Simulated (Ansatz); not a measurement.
Ansatz input file:

```yaml
crystal:
  lattice:
    - [-2.9266639859, 2.9266639859, 5.7426347563]
    - [2.9266639859, -2.9266639859, 5.7426347563]
    - [2.9266639859, 2.9266639859, -5.7426347563]
  atoms:
    - { symbol: Cd, position: [0.0, 0.0, 0.0] }
    - { symbol: Cd, position: [0.75, 0.25, 0.5] }
    - { symbol: Sn, position: [0.25, 0.75, 0.5] }
    - { symbol: Sn, position: [0.5, 0.5, 0.0] }
    - { symbol: As, position: [0.6258001742, 0.625, 0.5008001742] }
    - { symbol: As, position: [0.375, 0.8758001742, 1.0008001742] }
    - { symbol: As, position: [0.1241998258, 0.125, 0.4991998258] }
    - { symbol: As, position: [0.875, 0.3741998258, -0.0008001742] }
basis:
  ecutwfc: 420
kpoints:
  mp_grid: { grid: [8, 8, 8] }
hamiltonian:
  xc: pbesol
scf:
  occupations: { method: gaussian, width: 0.01 }
output:
  forces: true
  stress: true
  eigenvalues: true
relax:
  adjacent_minimum: "off"
  f_tol: 0.01
  max_steps: 30
  cell: { stress_tol: 0.1, fix: [volume] }
```

Run as
```bash
ansatz run input.yaml --threads 2 --pin off --max-ram 5120MiB --backend cpu --events-out ev --progress --plain --runs-dir out
```

Computed with DFT PBEsol, scalar-relativistic, plane waves, PAW in Ansatz.

Abridged output (final results; tables in files aren't shown):

```
SCF 4 converged in 4 iterations: F = -47519.753321 eV  dr2 = 1.41e-10
SCF converged after 4 iterations
Free energy (F): -47519.753321 eV
Harris-Foulkes:  -47519.753321 eV  (|F-HF|=0.00e0)
Internal energy: -47519.753300 eV  (E = F + TS)
E sigma→0 (E₀):  -47519.753311 eV
Entropy (-TS):   -0.000021 eV (-0.003 meV/atom)
Fermi energy:    10.210803 eV
--- Per-component energies (eV) ---
  E_band       = -2077.857839
  E_kinetic    = 1811.341965
  E_local      = -16841.711006  (includes V_loc(G=0)·N_el)
  E_nonlocal   = -2661.017641
  E_hartree    = 8721.377142
  E_xc         = -1429.425849
  E_vxc        = -960.473614  (∫ρ·V_xc dr)
  E_paw        = -23333.174811  (= ΣΔE_a)
  E_vpaw       = -868.752329  (= ΣTr[D̂ρ^β])
  E_aug_tail   = 0.000048  (compensation charges beyond the density's cutoff)
  E_ewald      = -13792.262462
  E_core_change = 5.119314  (= ΣΔE_core)
  E_smearing   = -0.000021  (= −TS)
--- Forces (eV/Å), atoms counted from 1 ---
  atom   1  Cd     0.00000000     0.00000000     0.00000000
  atom   2  Cd     0.00000000     0.00000000     0.00000000
  atom   3  Sn     0.00000000     0.00000000     0.00000000
  atom   4  Sn     0.00000000     0.00000000     0.00000000
  atom   5  As     0.00000000    -0.00051844     0.00000000
  atom   6  As    -0.00051844     0.00000000     0.00000000
  atom   7  As     0.00000000     0.00051844     0.00000000
  atom   8  As     0.00051844     0.00000000     0.00000000
--- Stress (GPa, compression-positive) ---
        9.444370       0.000000       0.000000
        0.000000       9.444370       0.000000
        0.000000       0.000000       9.436557
  P = ⅓ Tr σ = 9.4418 GPa (94.418 kbar)
--- Band table (eV; the first three rows and the last of 59) ---
  k-point 0: bands = ["-92.3969", "-92.3969", "-53.4980", "-53.4976", "-53.4838", "-53.4838", "-53.4836", "-53.4836", "-25.3168", "-25.3167", "-25.3161", "-25.3161", "-25.3133", "-25.3128", "-25.3128", "-25.3128", "-25.2552", "-25.2548", "-25.2546", "-25.2546", "-25.2356", "-25.2351", "-25.2345", "-25.2345", "-25.2210", "-25.2206", "-25.2206", "-25.2206", "-11.6959", "-11.6950", "-11.6950", "-11.6720", "-11.6592", "-11.6592", "-11.6174", "-11.6112", "-11.6102", "-11.6018", "-2.9483", "-1.0792", "-1.0792", "-1.0444", "1.2020", "1.2711", "1.3030", "1.3030", "1.4650", "1.5299", "1.5635", "1.9292", "1.9644", "1.9644", "2.0960", "3.4799", "5.1788", "6.0857", "6.0857", "6.3970", "6.5836", "7.4661" ...
  k-point 1: bands = ["-92.3969", "-92.3969", "-53.4980", "-53.4976", "-53.4838", "-53.4838", "-53.4836", "-53.4836", "-25.3168", "-25.3166", "-25.3161", "-25.3161", "-25.3133", "-25.3129", "-25.3128", "-25.3128", "-25.2552", "-25.2548", "-25.2546", "-25.2546", "-25.2355", "-25.2350", "-25.2345", "-25.2345", "-25.2210", "-25.2206", "-25.2206", "-25.2206", "-11.6967", "-11.6949", "-11.6928", "-11.6721", "-11.6605", "-11.6602", "-11.6167", "-11.6107", "-11.6103", "-11.6021", "-2.8603", "-1.1730", "-1.1269", "-1.0506", "1.2474", "1.2515", "1.2906", "1.3052", "1.4732", "1.5282", "1.5644", "1.7766", "1.8710", "1.9544", "2.2785", "3.5743", "5.1460", "6.0446", "6.0506", "6.6285", "6.7402", "7.4671" ...
  k-point 2: bands = ["-92.3969", "-92.3969", "-53.4979", "-53.4977", "-53.4838", "-53.4838", "-53.4836", "-53.4836", "-25.3166", "-25.3165", "-25.3162", "-25.3162", "-25.3133", "-25.3129", "-25.3127", "-25.3127", "-25.2550", "-25.2548", "-25.2547", "-25.2547", "-25.2353", "-25.2349", "-25.2347", "-25.2347", "-25.2210", "-25.2207", "-25.2206", "-25.2205", "-11.6967", "-11.6947", "-11.6888", "-11.6726", "-11.6637", "-11.6626", "-11.6152", "-11.6104", "-11.6095", "-11.6029", "-2.6162", "-1.4008", "-1.2302", "-1.0817", "1.1864", "1.2922", "1.2962", "1.3798", "1.4944", "1.5264", "1.5569", "1.6391", "1.7524", "1.9475", "2.4303", "3.5342", "4.9278", "5.9023", "6.6018", "6.9882", "7.0443", "7.3120" ...
  k-point 58: bands = ["-92.3969", "-92.3969", "-53.4978", "-53.4978", "-53.4838", "-53.4838", "-53.4836", "-53.4836", "-25.3168", "-25.3168", "-25.3161", "-25.3161", "-25.3130", "-25.3130", "-25.3128", "-25.3128", "-25.2550", "-25.2550", "-25.2546", "-25.2546", "-25.2353", "-25.2353", "-25.2345", "-25.2345", "-25.2208", "-25.2208", "-25.2206", "-25.2206", "-11.6999", "-11.6999", "-11.6839", "-11.6839", "-11.6541", "-11.6541", "-11.6176", "-11.6176", "-11.6029", "-11.6029", "-2.1761", "-2.1761", "-1.0853", "-1.0853", "1.1767", "1.1767", "1.3603", "1.3603", "1.4598", "1.4598", "1.5877", "1.5877", "1.7904", "1.7904", "3.1687", "3.1687", "6.3758", "6.3758", "6.7611", "6.7611", "7.4566", "7.4566 ...
--- Relaxed structure (3 steps of the walk, 3 accepted, 1 SCFs on fresh bases) ---
  F+E_penalty+E_count = -47519.75332137 eV   max|allowed force component| = 5.184e-4 eV/Å   (the final SCF, on the basis selected at the relaxed cell)
  cell:  # Å, volume = 196.7510 Å³
    - [-2.92804146, 2.92804146, 5.73723285]
    - [2.92804146, -2.92804146, 5.73723285]
    - [2.92804146, 2.92804146, -5.73723285]
  atoms:
    - { symbol: Cd, position: [0.0, 0.0, 0.0] }
    - { symbol: Cd, position: [0.75, 0.24999999, 0.49999999] }
    - { symbol: Sn, position: [0.24999999, 0.75, 0.49999999] }
    - { symbol: Sn, position: [0.49999999, 0.49999999, 0.0] }
    - { symbol: As, position: [0.62636490, 0.62499999, 0.50136490] }
    - { symbol: As, position: [0.37499999, 0.87636490, 1.00136490] }
    - { symbol: As, position: [0.12363509, 0.125, 0.49863509] }
    - { symbol: As, position: [0.87499999, 0.37363509, -0.00136490] }
```

The relaxation met its thresholds.

The run took 110 s on 2 threads of Intel(R) Xeon(R) Platinum 8488C (Sapphire Rapids), with other jobs on the host, peak memory 1.1 GiB.

The smearing is narrow for a metal on this mesh.